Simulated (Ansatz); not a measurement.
ZrO$_{2}$:
```yaml
crystal:
  lattice:
    - [5.25661, 0.00000, 0.00000]
    - [0.00000, 5.05004, 0.00000]
    - [0.00000, 0.00000, 5.07030]
  atoms:
    - { symbol: Zr, position: [0.03135, 0.26722, 0.24732] }
    - { symbol: Zr, position: [0.96865, 0.73278, 0.74732] }
    - { symbol: Zr, position: [0.53135, 0.73278, 0.24732] }
    - { symbol: Zr, position: [0.46865, 0.26722, 0.74732] }
    - { symbol: O, position: [0.36716, 0.07004, 0.10867] }
    - { symbol: O, position: [0.63284, 0.92996, 0.60867] }
    - { symbol: O, position: [0.86716, 0.92996, 0.10867] }
    - { symbol: O, position: [0.13284, 0.07004, 0.60867] }
    - { symbol: O, position: [0.23205, 0.53819, 0.00001] }
    - { symbol: O, position: [0.76795, 0.46181, 0.50001] }
    - { symbol: O, position: [0.73205, 0.46181, 0.00001] }
    - { symbol: O, position: [0.26795, 0.53819, 0.50001] }
```

The program Ansatz at the PBEsol level (PAW) gives a gap of 3.86 eV without spin–orbit coupling, maximum at Γ, minimum off the standard path, at k = (0.255, 0.417, 0.375) in fractions of the reciprocal vectors.

**Question.** What happens when spin–orbit coupling is switched on?

**Answer.** The gap decreases by 0.02 eV, to 3.84 eV; maximum on the Y–Γ line, 96 % of the way from Y, minimum off the standard path, at k = (0.250, 0.401, 0.380) in fractions of the reciprocal vectors.

Space group Pca2_1. The PBEsol relaxation kept the symmetry of its start. No spin polarisation was allowed.

Potentials: the later of the program's two PAW sets.
